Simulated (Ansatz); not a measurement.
Ag:
```
Ag
1.0
    5.26371     0.00000     0.00000
   -2.63185     4.55850     0.00000
    0.00000     0.00000     5.13853
Ag
7
Direct
  0.00000   0.00000   0.25297
  0.00000   0.00000   0.74703
  0.33333   0.66667   0.50000
  0.66667   0.33333   0.50000
  0.00000   0.50000   0.00000
  0.50000   0.00000   0.00000
  0.50000   0.50000   0.00000
```

Relaxed with PBEsol. Special points in fractions of this cell's reciprocal vectors: Γ (0.000, 0.000, 0.000); M (0.500, 0.000, 0.000); K (0.333, 0.333, 0.000); A (0.000, 0.000, 0.500); L (0.500, 0.000, 0.500); H (0.333, 0.333, 0.500).

Q: List the band energies nearest the Fermi level at these points for DFT-PBEsol in the program Ansatz with PAW potentials.

A: In eV from the Fermi level; about four levels below and three above (degenerate sets whole), none deeper than 8.9 eV; points with the same levels are listed once.

```json
[
 {"k": "Γ", "below": "-2.95 -2.95 -2.86 -2.86 -2.25", "above": "0.15 0.84 0.97 0.97"},
 {"k": "M", "below": "-3.11 -3.08 -2.96 -2.54", "above": "0.02 0.66 1.33"},
 {"k": "K", "below": "-3.01 -3.01 -2.80 -2.53", "above": "1.41 2.68 2.68"},
 {"k": "A", "below": "-3.00 -3.00 -2.76 -2.76 -2.25", "above": "0.72 2.40 2.40"},
 {"k": "L", "below": "-2.46 -2.45 -2.04 -1.96", "above": "0.83 1.29 2.52"},
 {"k": "H", "below": "-1.77 -1.77 -1.77 -1.63 -1.30 -1.30", "above": "5.93 6.27 6.27"}
]
```

Space group P6/mmm. The start of the workflow was typed in or built on a structure type; neither database checked (COD, Materials Project) lists it. It is not the phase usual at ambient conditions (space group No. 225). The PBEsol relaxation kept the symmetry of its start. At this level the phase is mechanically unstable. The run is not spin-polarised. Spin–orbit coupling is left out wherever it is not named.

Potentials: the earlier of the program's two PAW sets. The files were generated under PBE; for other functionals the program regenerates the frozen cores, and for LDA and PBEsol the local potential too.
